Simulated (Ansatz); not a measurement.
Density of states of a Mg$_{7}$ZnCd$_{2}$Te$_{10}$ cell (elements on a wurtzite lattice, relaxed), per eV and atom, broadened by Gaussian smearing of width 0.1 eV and averaged over bins of 0.4 eV, from 8 eV under the Fermi level at most up to where the solved bands end.

Level of theory: DFT PBE, scalar-relativistic, plane waves, PAW in Ansatz.

Settings: cutoff 420 eV, Γ-centred mesh 3×3×2 on the computed 20-atom cell, Gaussian smearing of 0.02 eV; no spin polarisation.

```
CELL_PARAMETERS angstrom
0.00353 0.00063 7.50573
-0.05402 7.93236 0.00067
-11.48864 -3.88820 -0.00579
ATOMIC_POSITIONS crystal
Mg 0.99958 0.73821 0.80160
Mg 0.00104 0.53189 0.39989
Mg 0.99962 0.13271 0.60503
Mg 0.00093 0.33086 0.99787
Mg 0.00152 0.93367 0.20008
Mg 0.50246 0.26312 0.19356
Mg 0.50229 0.66602 0.99727
Zn 0.50123 0.06879 0.80141
Cd 0.50230 0.46928 0.60381
Cd 0.50268 0.86777 0.40414
Te 0.37681 0.75040 0.80205
Te 0.37601 0.52354 0.39530
Te 0.37677 0.13054 0.61111
Te 0.37827 0.32631 0.99027
Te 0.37704 0.93065 0.19711
Te 0.88419 0.46813 0.60273
Te 0.87781 0.26796 0.19980
Te 0.88433 0.86943 0.40281
Te 0.86037 0.06814 0.80264
Te 0.87795 0.66726 0.00120
```

```
E − E_F (eV) total Te 5p Zn 3d Mg 3s Cd 5s
       -7.05  1.212  0.020  1.177  0.002  0.001
       -6.65  0.037  0.001  0.037  0.000  0.000
       -6.25  0.000  0.000  0.000  0.000  0.000
       -5.85  0.000  0.000  0.000  0.000  0.000
       -5.45  0.000  0.000  0.000  0.000  0.000
       -5.05  0.028  0.017  0.000  0.001  0.002
       -4.65  0.269  0.162  0.000  0.010  0.025
       -4.25  0.466  0.294  0.001  0.037  0.111
       -3.85  0.849  0.599  0.002  0.200  0.017
       -3.45  0.545  0.401  0.002  0.103  0.005
       -3.05  0.459  0.412  0.001  0.022  0.004
       -2.65  0.789  0.703  0.002  0.033  0.007
       -2.25  1.183  1.094  0.003  0.024  0.006
       -1.85  1.241  1.171  0.004  0.010  0.002
       -1.45  1.296  1.233  0.004  0.003  0.001
       -1.05  0.357  0.341  0.002  0.000  0.000
       -0.65  0.017  0.016  0.000  0.000  0.000
       -0.25  0.000  0.000  0.000  0.000  0.000
        0.15  0.000  0.000  0.000  0.000  0.000
        0.55  0.001  0.000  0.000  0.000  0.000
        0.95  0.013  0.001  0.000  0.004  0.003
        1.35  0.018  0.004  0.000  0.002  0.005
        1.75  0.280  0.071  0.000  0.024  0.071
        2.15  0.474  0.117  0.000  0.054  0.087
```

The columns after the total are the largest Löwdin projections on the valence shells of the potentials, so they needn't add up, and the weight of a shell that a potential lacks goes to other orbitals. The cell has a gap on the mesh of 1.68 eV.

Spin-orbit coupling is left out, which matters for the bands of heavy elements. An odd mesh misses points on the zone edge, so a gap read on it can be too wide.

Cost: 2 runs of about 8.5 core-minutes in all (earlier runs that led there not counted), on Arm Neoverse V1 (shared hosts).